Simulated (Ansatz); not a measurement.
## Phases of Tl at 31 GPa

Structure types of Tl are relaxed in primitive cells with their symmetry kept at 31 GPa, first on PAW files, then by LAPW. The enthalpy is E + pV at zero temperature, without zero-point motion. Only the types listed were tried, and differences under about 5 meV/atom are mesh noise. Not among the end structures: fcc, which may lie lower.

All numbers are PBEsol results (scalar-relativistic) from Ansatz 0.2.0, with Fermi–Dirac smearing of 0.1 eV, no spin polarisation. Methods: LAPW: all electrons, basis error target 0.5 meV/atom; PAW: frozen-core files, cutoff 420 eV.

k meshes: bcc 16×16×16, hcp 14×14×8, diamond 11×11×11, beta tin 15×15×15, omega 8×8×10.

Spin–orbit coupling is left out, which matters for the heavy atoms. The PAW files were made under PBE.

| start type | ends as | a, b, c (Å) | V (Å³/atom) | H − H(lowest), LAPW (meV/atom) |
| --- | --- | --- | --- | --- |
| bcc | bcc, Im-3m | 3.442, 3.442, 3.442 | 20.39 | 5.1 |
| hcp | hcp, P6_3/mmc | 3.057, 3.057, 5.035 | 20.38 | 0.0 |
| diamond | diamond, Fd-3m | 5.901, 5.901, 5.901 | 25.68 | 1794.4 |
| beta tin | beta tin, I4_1/amd | 5.405, 5.405, 2.877 | 21.02 | ? |
| omega | omega, P6/mmm | 4.915, 4.915, 2.939 | 20.50 | ? |

Q: Give the missing entry: row "omega", column "H − H(lowest), LAPW (meV/atom)".

A: 60.2.

Q: Fill in "H − H(lowest), LAPW (meV/atom)" for the row "beta tin".

A: 271.1.
